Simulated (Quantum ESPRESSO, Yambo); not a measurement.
**G0W0 results for SrCl2 at +2 % isotropic strain**

SrCl2 has the cubic space group Fm-3m (No. 225), the fluorite structure, Pearson symbol cF12. Conventional cell: a = 7.044 Å, b = 7.044 Å, c = 7.044 Å, α = 90.00°, β = 90.00°, γ = 90.00°. Cl on 8c is coordinated by 4 Sr at 3.050 Å (tetrahedral). Sr on 4a is surrounded by 8 Cl at 3.050 Å (cubic). (Neighbours: up to the widest gap in distance over summed covalent radii, below 1.35, at either atom; cation-cation contacts left out.)
(The calculation used a cell of 3 atoms; values per cell refer to that cell.)

The PBEsol cell relaxed from Materials Project entry mp-23209 was given an isotropic strain of +2 % on all lattice vectors, and the atoms were relaxed again.

Starting point: PBEsol (pw.x of Quantum ESPRESSO, ONCV potentials, scalar-relativistic). G0W0 in Yambo: 4×4×4 Γ-centred k mesh, 152 bands and a 8 Ry block in the screening, 152 bands in G with the Bruneval-Gonze terminator, plasmon pole fitted at 27.2 eV.

The PBEsol gap along the band path is 5.04 eV and the PBEsol gap between the mesh's edge points (X → Γ) comes out as 5.04 eV. The G0W0 gap between the same points comes out as 7.54 eV, the PBEsol smallest direct gap on the mesh (at Γ) is 5.37 eV and the G0W0 direct gap at that point comes out as 7.90 eV.

```json
[
 {"k point": "Γ", "band": "VB", "E PBEsol (eV)": "-0.33", "E QP (eV)": "-2.22", "shift (eV)": "-1.89", "Z": "0.81"},
 {"k point": "Γ", "band": "CB", "E PBEsol (eV)": "5.04", "E QP (eV)": "5.68", "shift (eV)": "0.65", "Z": "0.86"},
 {"k point": "L", "band": "VB", "E PBEsol (eV)": "-1.03", "E QP (eV)": "-2.98", "shift (eV)": "-1.95", "Z": "0.81"},
 {"k point": "L", "band": "CB", "E PBEsol (eV)": "6.60", "E QP (eV)": "7.92", "shift (eV)": "1.32", "Z": "0.85"},
 {"k point": "X", "band": "VB", "E PBEsol (eV)": "0.00", "E QP (eV)": "-1.86", "shift (eV)": "-1.86", "Z": "0.81"},
 {"k point": "X", "band": "CB", "E PBEsol (eV)": "5.38", "E QP (eV)": "6.33", "shift (eV)": "0.95", "Z": "0.86"}
]
```

Energies count from the PBEsol valence-band maximum.

Convergence of the G0W0 settings was not tested.
